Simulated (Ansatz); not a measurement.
Relaxed-ion elastic tensor of YCu (CsCl type, Pm-3m) in GPa (Voigt order), r²SCAN in the plane-wave PAW code Ansatz; density 6.10 g/cm³, 20.76 Å³ per atom.

|  | 1 | 2 | 3 | 4 | 5 | 6 |
|---|---|---|---|---|---|---|
| 1 | 124 | 50.2 | 50.2 | 0.0 | 0.0 | 0.0 |
| 2 | 50.2 | 124 | 50.2 | 0.0 | 0.0 | 0.0 |
| 3 | 50.2 | 50.2 | 124 | 0.0 | 0.0 | 0.0 |
| 4 | 0.0 | 0.0 | 0.0 | 37.0 | 0.0 | 0.0 |
| 5 | 0.0 | 0.0 | 0.0 | 0.0 | 37.0 | 0.0 |
| 6 | 0.0 | 0.0 | 0.0 | 0.0 | 0.0 | 37.0 |

Is the crystal mechanically stable?

Yes: the smallest eigenvalue of C is 37.0 GPa.

Work out the Voigt, Reuss and Hill averages.

K_V = 74.8, K_R = 74.8, K_H = 74.8; G_V = 36.9, G_R = 36.9, G_H = 36.9 GPa.

Give Young's modulus, Poisson's ratio, Pugh's ratio and the universal anisotropy index.

E = 9KG/(3K + G) = 95.1 GPa; ν = 0.29; K/G = 2.02 (ductile by the Pugh limit of 1.75); A_U = 5G_V/G_R + K_V/K_R − 6 = 0.00.

Estimate the sound speeds and the Debye temperature.

v_l = √((K + 4G/3)/ρ) = 4510 m/s, v_t = √(G/ρ) = 2460 m/s, mean 2750 m/s; Θ = (h/k)(3n/4πV)^(1/3) v_m = 297 K.

Give the Zener ratio and Young's modulus along [100], [110] and [111].

A = 2C44/(C11 − C12) = 1.00; 1/E = S11 − 2(S11 − S12 − S44/2)Γ with Γ = 0, 1/4, 1/3 gives 95.0, 95.2, 95.3 GPa.

Solve the Christoffel equation for the three sound speeds along [100], [110], [111].

Eigenvalues of C_ijkl n_j n_l equal ρv². In km/s, slowest first: [100] 2.46, 2.46, 4.51; [110] 2.46, 2.46, 4.51; [111] 2.46, 2.46, 4.51.

The first step of the workflow began from a Materials Project structure, measured or hypothetical; the Crystallography Open Database copy checked does not list it. With Y and Cu taken as one species the cell has the higher symmetry Im-3m, so it may be an ordered model of a mixed-site phase. Whether it is the stable phase at ambient conditions was not checked. The r²SCAN relaxation kept the symmetry of its start; of distortions, only those at the zone centre were tested. The run is not spin-polarised. As this level gives no gap, shear constants depend on the k-mesh and smearing (Fermi–Dirac, 0.1 eV here).

Potentials: the later of the program's two PAW sets.
